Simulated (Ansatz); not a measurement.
TaAg:
```xyz
4
Lattice="1.3428 -5.7443 0.0000 1.3428 5.7443 0.0000 0.0000 0.0000 4.5286" Properties=species:S:1:pos:R:3 pbc="T T T"
Ta     1.3428    -2.0912     1.1321
Ag     1.3428    -5.0143     1.1321
Ta     1.3428     2.0912     3.3964
Ag     1.3428     5.0143     3.3964
```

Relaxed with r²SCAN. Special points in fractions of this cell's reciprocal vectors: Γ (0.000, 0.000, 0.000); Y (-0.500, 0.500, 0.000); C0 (-0.264, 0.736, 0.000); Σ0 (0.264, 0.264, 0.000); Z (0.000, 0.000, 0.500); A0 (0.264, 0.264, 0.500); E0 (-0.264, 0.736, 0.500); T (-0.500, 0.500, 0.500); S (0.000, 0.500, 0.000); R (0.000, 0.500, 0.500).

Task: List the band energies nearest the Fermi level at these points for r²SCAN in the plane-wave PAW code Ansatz.

Result: In eV from the Fermi level; about four levels below and three above (degenerate sets whole), none deeper than 8.9 eV; points with the same levels are listed once.

| k | below | above |
|---|---|---|
| Γ | -2.81 -2.77 -1.22 -0.79 | 0.63 1.90 2.47 |
| Y | -1.92 -1.24 -1.19 -0.93 | 2.02 3.74 4.28 |
| C0 | -2.12 -1.74 -1.18 -0.25 | 0.08 1.41 2.16 |
| Z | -0.50 -0.50 -0.40 -0.40 | 2.78 2.78 3.66 3.66 |
| A0 | -2.24 -2.24 -1.70 -1.70 | 0.16 0.16 1.46 1.46 |
| T | -1.47 -1.47 -0.06 -0.06 | 3.18 3.18 3.82 3.82 |
| S | -2.15 -2.00 -1.13 -0.41 | 0.22 1.62 1.94 |
| R | -2.22 -2.22 -1.62 -1.62 | 0.25 0.25 1.11 1.11 |

Space group Cmcm. The start of the workflow was typed in or built on a structure type; neither database checked (COD, Materials Project) lists it. Its standing as an ambient phase is unchecked. The cell was relaxed with r²SCAN under the symmetry of its start; its stability against distortions is not shown here. The run is not spin-polarised. Its formation energy is positive at this level, so the cell may be metastable or incomplete. Scalar-relativistic: spin–orbit coupling is off unless named, which matters more the heavier the elements.

Potentials: the later of the program's two PAW sets.
